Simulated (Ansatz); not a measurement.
Ta:
```
Ta
1.0
    2.88976     0.00000     0.00000
   -1.44488     2.50260     0.00000
    0.00000     0.00000     5.11370
Ta
2
Direct
  0.33333   0.66667   0.75000
  0.66667   0.33333   0.25000
```

Relaxed with r²SCAN. Special points in fractions of this cell's reciprocal vectors: Γ (0.000, 0.000, 0.000); M (0.500, 0.000, 0.000); K (0.333, 0.333, 0.000); A (0.000, 0.000, 0.500); L (0.500, 0.000, 0.500); H (0.333, 0.333, 0.500).

Q: List the band energies nearest the Fermi level at these points for r²SCAN with spin–orbit coupling (plane waves, PAW; program Ansatz).

A: In eV from the Fermi level; about four levels below and three above (degenerate sets whole), none deeper than 8.9 eV; points with the same levels are listed once.

```tsv
k	below	above
Γ	-0.53 -0.53 -0.30 -0.30	0.45 0.45 0.98 0.98
M	-0.65 -0.65 -0.34 -0.34	0.47 0.47 1.14 1.14
K	-0.60 -0.60 -0.46 -0.46	1.23 1.23 4.25 4.25
A	-1.28 -1.28 -1.28 -1.28	0.52 0.52 0.52 0.52
L	-2.40 -2.40 -2.40 -2.40	1.36 1.36 1.36 1.36
H	-0.92 -0.92 -0.59 -0.59	1.62 1.62 1.88 1.88
```

Space group P6_3/mmc (hcp (Mg type)). The start of the workflow was typed in or built on a structure type; the Crystallography Open Database copy checked does not list it. It is not the phase usual at ambient conditions (space group No. 229). The r²SCAN relaxation kept the symmetry of its start; whether a distortion lowers the energy is not shown. No spin polarisation was allowed.

Potentials: the earlier of the program's two PAW sets.
